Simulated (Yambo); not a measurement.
# How GW settings move the gap: K$_{2}$S$_{3}$

G0W0@PBEsol for K2S3 (space group Cmc2_1, No. 36) in Yambo. Reference settings: 2×2×2 Γ-centred k mesh, 283 bands and a 6 Ry block in the screening, 283 bands in G with the Bruneval-Gonze terminator, plasmon pole fitted at 27.2 eV. The PBEsol gap (0, -0.5, 0) → (-0.5, -0.5, 0) on this mesh is 1.23 eV; G0W0 gaps are taken between the same points.

| change from the reference | G0W0 gap (0, -0.5, 0) → (-0.5, -0.5, 0) (eV) | shift of the valence edge (eV) | rough Yambo cost |
|---|---|---|---|
| reference settings | 2.94 | -1.01 | 1 |
| 110 bands in W, 110 bands in G | 2.98 | -0.70 | about 1/3 |
| 134 bands in W | 2.96 | -0.87 | about 1/2 |
| 3 Ry block | 2.79 | -0.80 | about 1/2 |
| 5 Ry block | 2.90 | -0.95 | within a factor of two |
| no random integration | 2.89 | -0.84 | – |
| 110 bands in G, no terminator | 2.95 | -0.35 | – |
| 184 bands in G, no terminator | 2.94 | -0.72 | – |

The reference isn't shown to be the converged limit. Costs are rough (shared machines), scaled to the same edge states, and given only for runs that recompute the screening.

Geometry of the Materials Project entry, not relaxed at this level; primitive cell a = b = 6.222 Å, c = 7.415 Å, α = β = 90.00°, γ = 108.39°.

A shift is the quasiparticle energy of the state minus its PBEsol energy.
